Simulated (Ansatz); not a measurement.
YZnC4N4, before and after

The guess for YZnC4N4 was made by a generator: two interpenetrating cyanide-bridged diamond nets (P-43m, No. 215). Its size is a rough estimate.

POSCAR.start

```
Y Zn C N
1.0
     6.10086    0.00000    0.00000
     0.00000    6.10086    0.00000
     0.00000    0.00000    6.10086
Y Zn C N
1 1 4 4
Direct
  0.00000 0.00000 0.00000
  0.50000 0.50000 0.50000
  0.19930 0.19930 0.19930
  0.19930 0.80070 0.80070
  0.80070 0.19930 0.80070
  0.80070 0.80070 0.19930
  0.31002 0.31002 0.31002
  0.31002 0.68998 0.68998
  0.68998 0.31002 0.68998
  0.68998 0.68998 0.31002
```

Computed with DFT PBE, scalar-relativistic, plane waves, PAW in Ansatz 0.2.0. Cutoff 420 eV, Gaussian smearing, Γ-centred meshes. Cell and atoms relax first on a coarse mesh and then on a finer one. In between, the cell is made exact in the group found at 0.06 Å. In metals the finer mesh still leaves noise of several meV/atom or more. The steps can't lower the symmetry of their start. No spin polarisation.

POSCAR.end

```
Y Zn C N
1.0
     6.40669    0.00000    0.00000
     0.00000    6.40669    0.00000
     0.00000    0.00000    6.40669
Y Zn C N
1 1 4 4
Direct
  0.00000 0.00000 0.00000
  0.50000 0.50000 0.50000
  0.21755 0.21755 0.21755
  0.21755 0.78245 0.78245
  0.78245 0.21755 0.78245
  0.78245 0.78245 0.21755
  0.32315 0.32315 0.32315
  0.32315 0.67685 0.67685
  0.67685 0.32315 0.67685
  0.67685 0.67685 0.32315
```

The symmetry stays P-43m (No. 215). The volume per atom grows by 15.8 %, from 22.7 to 26.3 Å³. The shortest distance stays 1.17 Å (C–N). The energy falls by about 0.22 eV/atom (the start's value is from the coarse mesh).

- Volume per atom: 26.30 Å³
- Density: 1.63 g/cm³
- Formation energy: +0.19 eV/atom
- Gap on the 6×6×6 mesh of the 10-atom cell: 0 eV (a metal)

Energies over the elements count from the elements' standard structures at the same level (N₂ as a molecule), with no fitted energy shifts. A positive value: parting into the elements would lower its energy.

The last run used Gaussian smearing of 0.10 eV. The cell is a metal run without spin, though a test with spin on the coarse mesh kept 1.0 μB a cell, so a magnetic state probably lies lower. The reference form of C is held partly by dispersion forces, which this level lacks. A structure relaxed within its symmetry needn't be a true minimum. In all, the 3 runs took 98 s on 1 thread of Intel(R) Xeon(R) 6975P-C (Granite Rapids), with other jobs on the host.
